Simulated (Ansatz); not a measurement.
A crystal relaxed with r2SCAN in the PAW code Ansatz has space group P6_3mc (No. 186) and a = 4.341 Å, c = 7.077 Å.

```json
{"atom": "Cd", "site": "2b", "x": "0.3333", "y": "0.6667", "z": "0.9995"}
{"atom": "Xx", "site": "2b", "x": "0.3333", "y": "0.6667", "z": "0.3755"}
```

With r2SCAN the gap is 1.11 eV and direct, at Γ. HSE06 gives a direct gap of 1.54 eV at Γ. Meshes: r2SCAN 12×12×4, HSE06 6×6×4. r2SCAN's ε∞ is 6.4 along x and y, 6.5 along z.

Question: Which element is Xx?
A. O
B. Se
C. S
D. Te

Answer: B. Xx is Se: wurtzite CdSe. Cd is surrounded by 4 Se at 2.66 Å; Se is surrounded by 4 Cd at 2.66 Å.

Spin-unpolarised throughout; all numbers are computed.

Spin-orbit coupling is left out.

The meshes of the hybrids are coarse, so their gaps aren't converged to the digits shown.
